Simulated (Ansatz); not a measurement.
Theory: DFT PBE, scalar-relativistic, plane waves, PAW in Ansatz 0.2.0. All cells share a 420 eV cutoff and Γ-centred k meshes spaced at most about 0.3 Å⁻¹ (about 0.25 or finer for metals, 2π included). Collinear spin in cells that started with moments and kept them past the coarse steps, no spin elsewhere.

Temperature and zero-point effects are left out.

Two forms of Al4CoNi3 were relaxed alike.

A. (site moments Co -0.7 μB)

```yaml
crystal:
  lattice:
    - [5.75616, 0.00000, 0.00000]
    - [0.00000, 5.75616, 0.00000]
    - [0.00000, 0.00000, 2.90141]
  atoms:
    - { symbol: Al, position: [0.24838, 0.24838, 0.50000] }
    - { symbol: Al, position: [0.24838, 0.75162, 0.50000] }
    - { symbol: Al, position: [0.75162, 0.24838, 0.50000] }
    - { symbol: Al, position: [0.75162, 0.75162, 0.50000] }
    - { symbol: Co, position: [0.00000, 0.00000, 0.00000] }
    - { symbol: Ni, position: [0.00000, 0.50000, 0.00000] }
    - { symbol: Ni, position: [0.50000, 0.00000, 0.00000] }
    - { symbol: Ni, position: [0.50000, 0.50000, 0.00000] }
```

B. (site moments Co 0.3 μB)

```yaml
crystal:
  lattice:
    - [2.87750, 0.00000, 0.00000]
    - [0.00000, 2.87750, 0.00000]
    - [0.00000, 0.00000, 11.59041]
  atoms:
    - { symbol: Al, position: [0.00000, 0.00000, 0.62201] }
    - { symbol: Al, position: [0.00000, 0.00000, 0.87434] }
    - { symbol: Al, position: [0.00000, 0.00000, 0.12566] }
    - { symbol: Al, position: [0.00000, 0.00000, 0.37799] }
    - { symbol: Co, position: [0.50000, 0.50000, 0.50000] }
    - { symbol: Ni, position: [0.50000, 0.50000, 0.74767] }
    - { symbol: Ni, position: [0.50000, 0.50000, 0.00000] }
    - { symbol: Ni, position: [0.50000, 0.50000, 0.25233] }
```

Question: Which is lower in energy, and by how much?

Answer: They are level within the accuracy (3 meV/atom apart, with B the lower in these runs). A has space group P4/mmm (No. 123), 12.0 Å³/atom and no gap on its mesh; B has space group P4/mmm (No. 123), 12.0 Å³/atom and no gap. In A, Al has 2 Co at 2.49 Å, 6 Ni at 2.50–2.51 Å and 6 Al at 2.86–2.90 Å; around Co lie 8 Al at 2.49 Å, 4 Ni at 2.88 Å and 2 Co at 2.90 Å; around Ni on a site of symmetry mmm lie 8 Al at 2.50 Å, 2 Co at 2.88 Å and 4 Ni at 2.88–2.90 Å; 1 more site not described. In B, Al on its first site is surrounded by 4 Co at 2.48 Å, 4 Ni at 2.50 Å and 6 Al at 2.83–2.92 Å; Co is surrounded by 8 Al at 2.48 Å, 2 Ni at 2.87 Å and 4 Co at 2.88 Å; Ni on a site of symmetry 4mm has 8 Al at 2.50–2.51 Å, 1 Co at 2.87 Å and 5 Ni at 2.88–2.92 Å; 2 more sites not described. Both come from invented guesses.

The k mesh leaves some 4 meV/atom of noise in the energy of each metallic cell. The magnetic state reached may not be the lowest. Cells relaxed within their symmetry can be saddle points. Some structure types and database cells were kept out of the candidates from the start, so a known form may be missing.
